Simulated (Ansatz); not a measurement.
Be:
```
Be
1.0
    2.25482     0.00000     0.00000
   -1.12741     1.95273     0.00000
    0.00000     0.00000     3.55802
Be
2
Cartesian
  0.00000   1.30182   2.66851
  1.12741   0.65091   0.88950
```

Relaxed with PBEsol.

Task: List the phonon frequencies at the special points (DFPT on a 6×6×4 q-mesh, Fourier-interpolated; DFT-PBEsol in the program Ansatz with PAW potentials).

Result: In cm⁻¹.

| q | frequencies |
|---|---|
| Γ | 0 0 0 467 467 698 |
| M | 409 430 583 587 607 618 |
| K | 509 509 511 511 551 653 |
| A | 362 362 362 362 506 506 |
| L | 498 498 522 522 661 661 |
| H | 430 430 600 600 655 655 |

Space group P6_3/mmc (hcp (Mg type)). The PBEsol relaxation kept the symmetry of its start. As this level gives no gap, phonon frequencies hold no LO–TO term and depend on the k-mesh and smearing (Fermi–Dirac, 0.1 eV here).

Potentials: the earlier of the program's two PAW sets. The files were generated under PBE; for other functionals the program regenerates the frozen cores, and for LDA and PBEsol the local potential too.
